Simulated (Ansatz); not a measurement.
NaCl:
```cif
data_ClNa
_chemical_formula_sum 'Cl1 Na1'
_space_group_name_H-M_alt 'P 1'
_space_group_IT_number 1
_cell_length_a 4.02734
_cell_length_b 4.02734
_cell_length_c 4.02734
_cell_angle_alpha 60.000
_cell_angle_beta 60.000
_cell_angle_gamma 60.000
loop_
_space_group_symop_operation_xyz
  'x, y, z'
loop_
_atom_site_label
_atom_site_type_symbol
_atom_site_fract_x
_atom_site_fract_y
_atom_site_fract_z
_atom_site_occupancy
Cl1 Cl 0.00000 0.00000 0.00000 1
Na1 Na 0.50000 0.50000 0.50000 1
```

Relaxed with PBE.

Task: Decompose the optical modes at the zone centre into irreducible representations, and say which are infrared and Raman allowed.

Result: Point group m-3m: Γ_opt = T1u. Infrared: T1u. Raman: none.

Task: Assign frequencies (DFPT, plane-wave PAW PBE (Ansatz code); without the LO–TO term).

Result: T1u 151 cm⁻¹.

Space group Fm-3m (rock salt). Symmetry was held in the PBE relaxation; phonons on a q-mesh show no instability.

Potentials: the later of the program's two PAW sets.
